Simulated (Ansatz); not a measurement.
## ²⁵Mg nuclear quadrupole resonance in MgNb4O10

Cell: a computed structure from the Materials Project (it need not be an observed phase).

```yaml
crystal:
  lattice:
    - [5.11302, 0.00000, 0.00000]
    - [0.00612, 5.68944, 0.00000]
    - [2.49019, 1.57974, 6.37087]
  atoms:
    - { symbol: Mg, position: [0.23825, 0.34977, 0.05699] }
    - { symbol: Nb, position: [0.87312, 0.27419, 0.74042] }
    - { symbol: Nb, position: [0.59376, 0.19796, 0.33744] }
    - { symbol: Nb, position: [0.13036, 0.73176, 0.27275] }
    - { symbol: Nb, position: [0.39827, 0.79535, 0.68002] }
    - { symbol: O, position: [0.87280, 0.37044, 0.39277] }
    - { symbol: O, position: [0.24831, 0.15029, 0.60377] }
    - { symbol: O, position: [0.13357, 0.63904, 0.59088] }
    - { symbol: O, position: [0.74024, 0.84740, 0.39980] }
    - { symbol: O, position: [0.13593, 0.72779, 0.00031] }
    - { symbol: O, position: [0.89377, 0.24654, 0.01136] }
    - { symbol: O, position: [0.42009, 0.49869, 0.22978] }
    - { symbol: O, position: [0.65503, 0.99920, 0.76938] }
    - { symbol: O, position: [0.55427, 0.48015, 0.78028] }
    - { symbol: O, position: [0.33815, 0.03668, 0.20814] }
```

Atom numbers follow the list; atoms alike are taken as one site, whose name carries the number of the first.

Method: Kohn–Sham DFT in Ansatz, PBE, plane waves and PAW, scalar-relativistic, 420 eV cutoff, Γ-centred 6×6×5 k-points, Fermi–Dirac smearing 0.05 eV.

²⁵Mg: I = 5/2, Q = 199.4 mb (year-2017 value). Static lattice, zero field.

Task: Predict the zero-field ²⁵Mg lines of each site.

Result: For I = 5/2 and η = 0 the lines are 3|C_Q|/20 and twice that; η pulls their ratio below 2.

```json
{"site": "Mg", "atoms": "1", "V_zz (10²¹ V/m²)": "1.40", "C_Q (MHz)": "6.74", "η": "0.55", "line frequencies (MHz)": "1.30, 1.92"}
```

At this cell the principal stresses reach 5 GPa in size with PBE, which can matter for small gradients. The largest force is 0.5 eV/Å, so the atoms aren't at the calculated equilibrium and relaxing them would move these values. With a gap of 0.3 eV under a smearing of 0.05 eV the band edges are partly filled, so small gradients can hang on the smearing and the k-mesh.
